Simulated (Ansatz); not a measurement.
ZrSi (CsCl type, Pm-3m), plane-wave PAW PBE (Ansatz code), all energies at zero smearing, with the estimated change up to a 700 eV cutoff added, with one set of potentials and settings (totals compare only within such a set). Cell of 2 atoms (1 Zr, 1 Si): -4820.350 eV.

| element | reference phase | E (eV/atom) |
|---|---|---|
| Zr | P6_3/mmc, 2 atoms in the cell | -4183.8362 |
| Si | Fd-3m, 2 atoms in the cell | -635.8096 |

Formation energy per atom, worked out: (-4820.350 − 1×(-4183.8362) − 1×(-635.8096))/2 = -0.352 eV/atom (-34 kJ per mol of atoms), at 0 K, without zero-point energy or fitted corrections.

The cell is a constructed one: a structure type filled with these elements; neither database checked (COD, Materials Project) lists it. COD files the formula under space group No. 62, 63, so this cell is another polymorph or a model. Its standing as an ambient phase is unchecked. The PBE relaxation kept the symmetry of its start. At this level the phase is dynamically unstable (imaginary phonons). No spin polarisation was allowed. The references are the lowest solids computed at this level, not always the standard phases.

Potentials: the later of the program's two PAW sets.
